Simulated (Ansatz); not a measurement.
## What moves the field gradients of Bi2S3?

Cell of run 1: a COD entry.

Space group Pnma (No. 62); a = 11.3450, b = 3.9940, c = 11.1930 Å.

```
site  Wyckoff  site symmetry       x       y       z
 Bi1       4c            .m.  0.4835  0.2500  0.3257
 Bi5       4c            .m.  0.3407  0.7500  0.0339
  S9       4c            .m.  0.2835  0.2500  0.1943
 S13       4c            .m.  0.5495  0.7500  0.1286
 S17       4c            .m.  0.3767  0.7500  0.4414
```

One atom of each set is listed.

Relaxed positions (PBE, cell held):

Bi1 (0.4866, 0.2500, 0.3251)
Bi5 (0.3388, 0.7500, 0.0320)
S9 (0.2845, 0.2500, 0.1922)
S13 (0.5498, 0.7500, 0.1292)
S17 (0.3780, 0.7500, 0.4438)

All runs are DFT with Ansatz 0.2.0 (plane waves and PAW, scalar-relativistic unless spin–orbit coupling is named, Γ-centred meshes, Fermi–Dirac smearing where given) in this cell.

Run 1: PBE, atoms as given; 420 eV, 3×7×3 k-points, smearing 0.02 eV.
Run 2: PBE, atoms relaxed; 420 eV, 3×7×3 k-points, smearing 0.02 eV.
Run 3: r2SCAN, at the relaxed atoms; 500 eV, 3×7×3 k-points, smearing 0.02 eV.
Run 4: PBE with spin–orbit coupling, at the relaxed atoms; 420 eV, 3×7×3 k-points, smearing 0.02 eV.

Q: What does each run give, and what moves the gradients most?

A: 

| run | Bi1 V_zz (η) | Bi5 V_zz (η) | S9 V_zz (η) | S13 V_zz (η) | S17 V_zz (η) |
| --- | --- | --- | --- | --- | --- |
| 1 | 10.01 (0.99) | -24.2 (0.03) | -2.47 (0.53) | 4.76 (0.84) | -9.37 (0.27) |
| 2 | 7.66 (0.99) | -19.52 (0.08) | -2.67 (0.34) | 4.24 (0.94) | -8.90 (0.16) |
| 3 | 8.96 (0.97) | -22.2 (0.08) | -2.83 (0.21) | 4.61 (0.84) | -8.99 (0.18) |
| 4 | -8.70 (0.97) | -20.6 (0.06) | -3.06 (0.45) | 5.24 (0.77) | -9.45 (0.15) |

V_zz in 10²¹ V/m². Against run 1, the gradient tensors on these sites move by at most 5.68 in run 2 (Bi5), 3.81 in run 3 (Bi5), 4.70 in run 4 (Bi5). Taken one at a time, the positions of the atoms (as given or relaxed) move the tensors on these sites by up to 5.68 (largest principal value of the change, on Bi5), the functional (r2SCAN with its higher cutoff) by 2.73 (Bi5), spin–orbit coupling by 1.33 (Bi1). On some sites the largest principal value moves to another axis from run to run, and the sign of V_zz can flip with it. On Bi1 η is near 1, so the change of sign is little more than a relabelling of axes.

Run 1: The values hang on the deposited positions: relaxing the atoms moves V_zz on Bi1 from 10.01 to 7.66, on Bi5 from -24.2 to -19.52.
